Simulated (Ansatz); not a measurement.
A geometry of Mg away from equilibrium: step 3 of the relaxation of a relaxed Mg cell displaced along its unstable phonon at q = (½, ½, 0) of its primitive reciprocal cell (103i cm⁻¹), largest move 0.15 Å. Level of theory: PBEsol (plane waves to 420 eV, PAW, scalar-relativistic; Ansatz, a first-principles code). Γ-centred k-mesh 8×8×8 on the run's cell (coarser than for final values), Fermi–Dirac smearing 0.05 eV. The plane waves were selected for a different cell earlier on the path.

```yaml
crystal:
  lattice:
    - [-0.02575, 6.65191, 6.63190]
    - [3.31308, 3.31308, 6.63190]
    - [3.31308, 3.31308, 0.00000]
  atoms:
    - { symbol: Mg, position: [0.90732, 0.83974, 0.69642] }
    - { symbol: Mg, position: [0.59268, 0.65437, 0.80948] }
    - { symbol: Mg, position: [0.09268, 0.41026, 0.44052] }
    - { symbol: Mg, position: [0.40732, 0.59563, 0.55358] }
```

**Question.** Give the Cartesian forces on all atoms (eV/Å).

**Answer.** 
```json
[
 {"atom": "Mg1", "Fx": "0.09", "Fy": "-0.41", "Fz": "-0.07"},
 {"atom": "Mg2", "Fx": "-0.09", "Fy": "0.41", "Fz": "-0.07"},
 {"atom": "Mg3", "Fx": "-0.41", "Fy": "0.09", "Fz": "0.07"},
 {"atom": "Mg4", "Fx": "0.41", "Fy": "-0.09", "Fz": "0.07"}
]
```

The path ends in Fm-3m (No. 225) (fcc (Cu type)). No spin polarisation in the result.

The run could not lose the symmetry of its start: the end is stationary, and may be a saddle point rather than a minimum.

The end of the path is a generated cell of Mg: the first start was made by placing the elements on the sites of a structure type, and the end was not matched to a known phase here, so it may be hypothetical. Known forms of Mg include space group No. 194.
